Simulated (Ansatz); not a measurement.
Ge2CN4 on the sites of β-Si3N4 (relaxed group P2_1/m) at its r2SCAN geometry, run in the PAW code Ansatz at 3 levels of theory. All values are calculated for a non-magnetic cell, which may be hypothetical.

The PBE+SOC input:
```yaml
crystal:
  lattice:
    - [7.5863375957, 0.0, 0.0097594017]
    - [0.0, 2.9051458706, 0.0]
    - [-3.7847913407, 0.0, 6.5027688162]
  atoms:
    - { symbol: Ge, position: [0.3993751763, 0.25, 0.1959587085] }
    - { symbol: Ge, position: [0.1506361849, 0.75, 0.7557522034] }
    - { symbol: C, position: [0.2271875573, 0.75, 0.4292511523] }
    - { symbol: C, position: [0.7728124427, 0.25, 0.5707488477] }
    - { symbol: Ge, position: [0.8493638151, 0.25, 0.2442477966] }
    - { symbol: Ge, position: [0.6006248237, 0.75, 0.8040412915] }
    - { symbol: "N", position: [0.6824558793, 0.25, 0.3554602941] }
    - { symbol: "N", position: [0.3175441207, 0.75, 0.6445397059] }
    - { symbol: "N", position: [0.2917732718, 0.25, 0.3630770905] }
    - { symbol: "N", position: [0.3236036476, 0.75, 0.0315381728] }
    - { symbol: "N", position: [1.0108838967, 0.75, 0.3233880159] }
    - { symbol: "N", position: [-0.0108838967, 0.25, 0.6766119841] }
    - { symbol: "N", position: [0.7082267282, 0.75, 0.6369229095] }
    - { symbol: "N", position: [0.6763963524, 0.25, 0.9684618272] }
kpoints:
  mp_grid: { grid: [4, 8, 4] }
  band_path:
    path:
      - [0.0, 0.0, 0.0]
      - [0.0, 0.5, 0.0]
      - [0.5, 0.5, 0.0]
      - [0.5, 0.0, 0.0]
      - [0.0, 0.0, 0.5]
      - [0.0, 0.5, 0.5]
      - [-0.5, 0.5, 0.5]
      - [-0.5, 0.0, 0.5]
      - [0.0, 0.166667, 0.0]
    npoints: 1
hamiltonian:
  xc: pbe
scf:
  occupations: { method: fermi_dirac, width: 0.02 }
  n_extra_bands: 14
magnetization:
  noncollinear: true
  spin_orbit: true
output:
  forces: true
  stress: true
  eigenvalues: true
```

Main results, then, where recorded, the levels near the gap in eV from the Fermi energy (columns number the bands from 0), one row a point of the path (Γ, Z, D, B, A, E, C₂, Y₂, Γ–Z (0.33)):
```
Crystal: 14 atoms, lattice volume = 143.425 Å³
Symmetry: 4 space group operations + 4 with time reversal
Magnetic group: BNS 11.51 (UNI 58)
```
```
Basis set: ecut = 420 eV, 2805 PW (Γ)
Bands: 118, of which v1, the nominal top of the filled ones, is band 104 counted from 1 (103 counted from 0)
k-points: 50 of 128
Free energy (F): -20748.292869 eV
Fermi energy:    10.544052 eV
--- Forces (eV/Å), atoms counted from 1 ---
  atom   1  Ge    -0.01808      0.00000      0.02444
  atom   2  Ge      0.04224      0.00000      0.02050
  atom   3  C       0.13978      0.00000    -0.07383
  atom   4  C     -0.13978      0.00000      0.07383
  atom   5  Ge    -0.04224      0.00000    -0.02050
  atom   6  Ge      0.01808      0.00000    -0.02444
  atom   7  N     -0.03966      0.00000      0.17762
  atom   8  N       0.03966      0.00000    -0.17762
  atom   9  N     -0.28279      0.00000      0.18940
  atom  10  N       0.05889      0.00000    -0.07977
  atom  11  N       0.30231      0.00000      0.13772
  atom  12  N     -0.30231      0.00000    -0.13772
  atom  13  N       0.28279      0.00000    -0.18940
  atom  14  N     -0.05889      0.00000      0.07977
--- Stress (GPa, compression-positive) ---
        6.228016       0.000000       0.198015
        0.000000       6.250133       0.000000
        0.198014       0.000000       6.395458
  P = ⅓ Tr σ = 6.2912 GPa (62.912 kbar)
```

The PBE+SOC gap is indirect, 1.12 eV (Γ–Z (0.33 of the way from Γ) to B), below the direct gap of 1.47 eV at B.

Q: In the first input these blocks are replaced (the band path and keys that only write files left aside):
```yaml
hamiltonian:
  xc: r2scan
scf:
  occupations: { method: fixed }
  n_extra_bands: 7
```
(magnetization left out)
What comes out?

A:
```
Basis set: ecut = 500 eV, 3629 PW (Γ)
Bands: 59, of which v1, the nominal top of the filled ones, is band 52 counted from 1 (51 counted from 0)
k-points: 50 of 128
Free energy (F): -20789.174727 eV
Fermi energy:    9.668032 eV
--- Forces (eV/Å), atoms counted from 1 ---
  atom   1  Ge    -0.00004      0.00000    -0.00018
  atom   2  Ge      0.00013      0.00000    -0.00013
  atom   3  C       0.00048      0.00000    -0.00026
  atom   4  C     -0.00048      0.00000      0.00026
  atom   5  Ge    -0.00013      0.00000      0.00013
  atom   6  Ge      0.00004      0.00000      0.00018
  atom   7  N     -0.00049      0.00000      0.00020
  atom   8  N       0.00049      0.00000    -0.00020
  atom   9  N       0.00010      0.00000      0.00117
  atom  10  N       0.00026      0.00000    -0.00008
  atom  11  N     -0.00027      0.00000    -0.00069
  atom  12  N       0.00027      0.00000      0.00069
  atom  13  N     -0.00010      0.00000    -0.00117
  atom  14  N     -0.00026      0.00000      0.00008
--- Stress (GPa, compression-positive) ---
        0.001707       0.000000       0.003300
        0.000000      -0.006986       0.000000
        0.003298       0.000000       0.005903
  P = ⅓ Tr σ = 0.0002 GPa (0.002 kbar)
```
```tsv
band_48	band_49	band_50	band_51	band_52	band_53	band_54
-0.970	-0.502	-0.428	-0.372	1.615	1.744	3.573
-1.913	-1.913	-1.009	-1.009	4.057	4.057	4.139
-1.813	-1.813	-0.823	-0.823	3.673	3.673	5.209
-1.535	-0.568	-0.382	-0.334	1.442	2.243	4.266
-1.315	-0.476	-0.475	-0.421	1.979	2.043	3.848
-1.534	-1.534	-1.139	-1.139	3.986	3.986	4.775
-1.848	-1.848	-0.896	-0.896	3.644	3.644	5.007
-1.137	-0.650	-0.460	-0.402	1.690	2.195	4.274
-1.365	-1.340	-0.777	0.024	2.786	3.607	4.357
```
The r2SCAN gap is indirect, 1.42 eV (Γ–Z (0.33 of the way from Γ) to B), below the direct gap of 1.78 eV at B. The mean stress is close to zero (0.00 GPa).

Q: In the first input these blocks are replaced (the band path and keys that only write files left aside):
```yaml
kpoints:
  mp_grid: { grid: [2, 6, 2] }
hamiltonian:
  xc: pbe0
scf:
  occupations: { method: fixed }
  n_extra_bands: 7
```
(magnetization left out)
What comes out?

A:
```
Basis set: ecut = 420 eV, 2805 PW (Γ)
Bands: 59, of which v1, the nominal top of the filled ones, is band 52 counted from 1 (51 counted from 0)
k-points: 16 of 24
Exchange kernel: α = 0.2500, full range, Wigner–Seitz truncation, v(0) = 7812.2819 eV·Å³, q-mesh 2×6×2
hybrid outer 1: dexx = +7.114e-2 eV, tail = 2.79e-4 eV
hybrid outer 2: dexx = +8.849e-6 eV, tail = 1.06e-7 eV, Δε = 3.28e-3 eV, ΔF = 7.85e-3 eV/Å
hybrid outer 3: dexx = +2.640e-9 eV, tail = 1.82e-9 eV, Δε = 8.08e-5 eV, ΔF = 1.38e-4 eV/Å
Free energy (F): -20751.500603 eV
Fermi energy:    8.632566 eV
--- Forces (eV/Å), atoms counted from 1 ---
  atom   1  Ge      0.11059      0.00000      0.00187
  atom   2  Ge    -0.00100      0.00000    -0.09544
  atom   3  C       0.14789      0.00000    -0.15501
  atom   4  C     -0.14789      0.00000      0.15501
  atom   5  Ge      0.00100      0.00000      0.09544
  atom   6  Ge    -0.11059      0.00000    -0.00187
  atom   7  N     -0.02018      0.00000      0.04992
  atom   8  N       0.02018      0.00000    -0.04992
  atom   9  N     -0.28538      0.00000      0.16551
  atom  10  N     -0.04902      0.00000      0.06133
  atom  11  N       0.03268      0.00000      0.03667
  atom  12  N     -0.03268      0.00000    -0.03667
  atom  13  N       0.28538      0.00000    -0.16551
  atom  14  N       0.04902      0.00000    -0.06133
--- Stress (GPa, compression-positive) ---
       -1.845538       0.000000       0.042285
        0.000000      -3.067646       0.000000
        0.042284       0.000000      -1.652191
  P = ⅓ Tr σ = -2.1885 GPa (-21.885 kbar)
```
```tsv
band_48	band_49	band_50	band_51	band_52	band_53	band_54
-1.004	-0.422	-0.384	-0.373	3.402	3.630	5.438
-1.952	-1.952	-1.126	-1.126	5.788	5.788	5.859
-1.859	-1.859	-0.920	-0.920	5.433	5.433	7.002
-1.616	-0.510	-0.400	-0.286	3.290	4.107	6.092
-1.412	-0.511	-0.424	-0.321	3.800	3.930	5.692
-1.553	-1.553	-1.260	-1.260	5.740	5.740	6.574
-1.913	-1.913	-0.989	-0.989	5.424	5.424	6.762
-1.122	-0.745	-0.393	-0.302	3.548	4.059	6.124
-1.343	-1.328	-0.805	0.000	4.632	5.548	6.245
```
With PBE0 the valence top lies at Γ–Z (0.33 of the way from Γ) and the conduction bottom at B, 3.29 eV higher; the smallest vertical gap, at B, is 3.58 eV. The mean pressure at these positions is -2.2 GPa, compression counted positive. (The program warns that its thresholds are loose for a hybrid's stress.)

The hybrids run on coarser meshes, which limits their stresses and small splittings of levels.

Totals of different functionals, or with and without spin-orbit coupling, can't be compared.

Only the levels marked +SOC include spin-orbit coupling.
